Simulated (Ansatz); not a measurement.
## BaZnSbF, a database entry at a rescaled volume

```
Ba F Zn Sb
1.0
     4.44420    0.00000    0.00000
     0.00000    4.44420    0.00000
     0.00000    0.00000    9.79180
Ba F Zn Sb
2 2 2 2
Direct
  0.75000 0.75000 0.35079
  0.25000 0.25000 0.64921
  0.25000 0.75000 0.50000
  0.75000 0.25000 0.50000
  0.25000 0.75000 0.00000
  0.75000 0.25000 0.00000
  0.25000 0.25000 0.16604
  0.75000 0.75000 0.83396
```

Method: PBE, no spin polarisation; PAW, plane waves to 420 eV, 6×6×3 Γ-centred mesh, methfessel-paxton occupations (width 0.012 eV) (Ansatz 0.2.0), atoms fixed.

Task: What is the formation energy?

Result: -1.81 eV an atom against the elements' usual phases (free molecules for gases, crystals otherwise, with no correction for O₂ or N₂), so it is bound against them; other compounds may still compete. Relaxing would lower it.

Task: Which atom feels the largest force, and which way?

Result: The largest is on Ba1 (and as large on other atoms): 0.12 eV/Å, components (0.00, 0.00, -0.12). It makes 123° with the line to a nearest neighbour, F3 at 2.66 Å.

Task: What does the stress say?

Result: The pressure is 1.2 GPa (compression positive), so with the atoms held at these fractions the cell would first expand.

Task: What happens at the Fermi level?

Result: It is a metal on this mesh, though the bands barely overlap, with about 0.41 states/eV a cell as the mean within 0.25 eV of the Fermi level, mostly Sb p (89 %).

Origin: a database entry at a rescaled volume.
